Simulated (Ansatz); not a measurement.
The start is a relaxed MgSe cell with every coordinate shifted by Gaussian noise of σ = 0.3 Å. A full variable-cell relaxation at zero pressure is run with r2SCAN (plane waves to 500 eV, PAW, scalar-relativistic; Ansatz, a quantum-chemistry and plane-wave program). The first steps use a coarse 7×7×7 k-mesh.

The start:
```
MgSe
1.0
    0.00000     2.73611     2.73611
    2.73611     0.00000     2.73611
    2.73611     2.73611     0.00000
Se Mg
1 1
Direct
  0.24873   0.77837   0.96093
  0.54214   0.57382   0.36706
```

Question: Which atoms feel the largest initial force, and how large is it?

Answer: 7.20 eV/Å, on Se1, Mg2 (atoms numbered as listed).

Question: How do the shortest distances between atoms change?

Answer: The closest pairs of elements (up to four, under 3.6 Å), start → end: Mg–Se 2.01 → 2.74 Å.

Final values are on a 10×10×10 k-mesh of the relaxed cell. No spin polarisation in the result.
